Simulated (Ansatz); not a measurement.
LaMoN3 in space group C2/c (No. 15; Pearson symbol mS40), the program Ansatz at the PBE level (PAW), all energies at zero smearing, with the estimated change up to a 700 eV cutoff added, with one set of potentials and settings (totals compare only within such a set). Cell of 20 atoms (4 La, 4 Mo, 12 N): -49451.837 eV.

| element | reference phase | E (eV/atom) |
|---|---|---|
| La | P6_3/mmc, 4 atoms in the cell | -6250.3045 |
| Mo | Im-3m, 1 atoms in the cell | -4956.0557 |
| N | Pa-3, 8 atoms in the cell | -384.0342 |

Formation energy per atom, worked out: (-49451.837 − 4×(-6250.3045) − 4×(-4956.0557) − 12×(-384.0342))/20 = -0.899 eV/atom (-87 kJ per mol of atoms), at 0 K, without zero-point energy or fitted corrections.

The first step of the workflow began from a Materials Project structure, measured or hypothetical; the Crystallography Open Database copy checked does not list it. Its standing as an ambient phase is unchecked. The cell was relaxed with PBE under the symmetry of its start; whether a distortion lowers the energy is not shown. No spin polarisation was allowed. The references are the lowest solids computed at this level, not always the standard phases (solids in place of the gases). Spin–orbit coupling is left out wherever it is not named.

Potentials: the earlier of the program's two PAW sets.
